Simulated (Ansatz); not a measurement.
Nb (bcc (W type)), relaxed with PBE (Ansatz, a program for electronic structure, plane waves, PAW): a = 3.3089 Å, b = 3.3089 Å, c = 3.3089 Å, α = 90.00°, β = 90.00°, γ = 90.00°.

- B₀ by P(V) fit (GPa): 168

**Question.** The same phase is relaxed and computed with PBEsol in the same code. What are the cell and these values now?

**Answer.** a = b = c = 3.2700 Å, α = β = γ = 90.00°.

- B₀ by P(V) fit (GPa) = 181

All cells were relaxed under the symmetry of their starts (and spin orders); stability against distortions was not tested throughout. Rows with no word on spin ran without spin polarisation. Spin–orbit coupling is left out wherever it is not named.

Potentials: the earlier of the program's two PAW sets.

Ansatz is a plane-wave DFT program.
